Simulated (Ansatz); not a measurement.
# Co₃W (Pm-3m), zone-centre modes

Computed with Ansatz, DFT PBEsol, scalar-relativistic, plane waves, PAW. The runs took a 420 eV cutoff, a Γ-centred 14×14×14 mesh and Gaussian smearing (0.15 eV). Spin–orbit coupling is left out, which matters for the heavy elements here. Collinear spins, started from moments -0.2, -0.2, -0.2, 0.0 μB in atom order; the magnetic state may not be the lowest.

The starting cell (relaxed at this level; it needn't be the usual structure):

```
Co W
1.0
     3.55056    0.00000    0.00000
     0.00000    3.55056    0.00000
     0.00000    0.00000    3.55056
Co W
3 1
Direct
  0.50000 0.50000 0.00000
  0.50000 0.00000 0.50000
  0.00000 0.50000 0.50000
  0.00000 0.00000 0.00000
```

Harmonic modes by finite displacements of 0.02 Å, without the LO–TO term.

Problem. At this geometry, is the structure stable against these modes?

Solution. Yes: no mode is imaginary beyond 10 cm⁻¹, and only the three translations lie near zero.

Problem. List the wavenumbers in cm⁻¹.

Solution. 0, 0, 0, 159, 159, 159, 227, 227, 227, 266, 266, 266.

Cost: 1 run of about 9.4 core-minutes, on Arm Neoverse V2 (shared hosts).